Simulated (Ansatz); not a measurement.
The relaxed structure here is a generated cell of CsSnI3: the first start was made by placing the elements on the sites of a structure type, and the end was not matched to a known phase here, so it may be hypothetical. Known forms of CsSnI3 include space group No. 62, 221.

A relaxed structure of CsSnI₃. Method: PBE (plane waves to 420 eV, PAW, scalar-relativistic; Ansatz, an electronic-structure program).

```
CELL_PARAMETERS angstrom
     -4.38537     4.38537     6.35234
      4.38537    -4.38537     6.35234
      4.38537     4.38537    -6.35234
ATOMIC_POSITIONS crystal
  Cs 0.75000 0.25000 0.50000
  Cs 0.25000 0.75000 0.50000
  Sn 0.50000 0.50000 0.00000
  Sn 0.00000 0.00000 0.00000
  I  0.75000 0.75000 0.00000
  I  0.25000 0.25000 0.00000
  I  0.30168 0.80168 0.10335
  I  0.69832 0.19832 0.89665
  I  0.80168 0.69832 0.50000
  I  0.19832 0.30168 0.50000
```

Q: Find the space group and the Wyckoff positions (tolerance 0.01 Å).

A: Space group I4/mcm (No. 140); a = b = 8.771 Å, c = 12.705 Å, α = β = γ = 90.00°

| atom | site | symmetry | x | y | z |
|---|---|---|---|---|---|
| Cs | 4b | -42m | 0.0000 | 0.5000 | 0.2500 |
| Sn | 4c | 4/m.. | 0.0000 | 0.0000 | 0.0000 |
| I | 4a | 422 | 0.0000 | 0.0000 | 0.2500 |
| I | 8h | m.2m | 0.3017 | 0.1983 | 0.0000 |

Q: Give the shortest distances between elements (the closest pairs, up to four, under 3.6 Å).

A: I–Sn 3.17 Å.

```yaml
volume_per_atom: 48.87 Å³
band_gap: 0.63 eV, direct at Γ (no spin-orbit coupling)
```

No spin polarisation in the result. Without spin-orbit coupling the bands of the heavy element are not split, so the gap can be far off.

The run could not lose the symmetry of its start: the end is stationary, and may be a saddle point rather than a minimum.

It was reached from a disturbed copy of a Pm-3m (No. 221) cell (cubic perovskite type), against which it lies -0.008 eV/atom.
